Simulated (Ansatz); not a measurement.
Level of theory: Ansatz 0.2.0, DFT PBE, scalar-relativistic, plane waves, PAW. Settings of the last relaxation (12-atom cell): 420 eV, 8×4×6 k points, Gaussian smearing of 0.02 eV, no spin polarisation.

Formation energies are uncorrected and refer to the elements' standard structures at the same level.

Question: Propose a candidate for an orthorhombic semiconductor with formula Al5GaAs6, with a gap near 1.4 eV, a formation energy near −0.46 eV/atom and a density near 3.85 g/cm³, in a cell of 12 atoms.

Answer: Al5GaAs6, space group Pmm2 (No. 25). Al on a site of symmetry m has 4 As at 2.48 Å; Al on a second site of symmetry m has 4 As at 2.48 Å; Ga has 4 As at 2.49 Å; around As on a site of symmetry m lie 3 Al at 2.48 Å and 1 Ga at 2.49 Å; 4 more sites not described.

```
CELL_PARAMETERS angstrom
4.05417 0.00000 0.00000
0.00000 12.15807 0.00000
0.00000 0.00000 5.72935
ATOMIC_POSITIONS crystal
Al 0.00000 0.83308 0.00001
Al 0.00000 0.16692 0.00001
Al 0.50000 0.33346 0.49986
Al 0.00000 0.50000 0.00000
Al 0.50000 0.66654 0.49986
Ga 0.50000 0.00000 0.50009
As 0.50000 0.83278 0.75076
As 0.00000 0.00000 0.24820
As 0.50000 0.16722 0.75076
As 0.00000 0.33348 0.25011
As 0.50000 0.50000 0.75024
As 0.00000 0.66652 0.25011
```

* Volume per atom: 23.53 Å³
* Density: 3.85 g/cm³
* Formation energy: −0.464 eV/atom
* Gap on the 8×4×6 mesh of the 12-atom cell: 1.43 eV

It was reached by relaxing an invented guess, and it needn't be the stable form of this composition. The answer needn't be unique; the calculation gave this one.

Kohn–Sham gaps at this level usually fall short of measured ones. The reference form of As is held partly by dispersion forces, which this level lacks. Symmetry constrained the relaxation, so the result can be a saddle point.
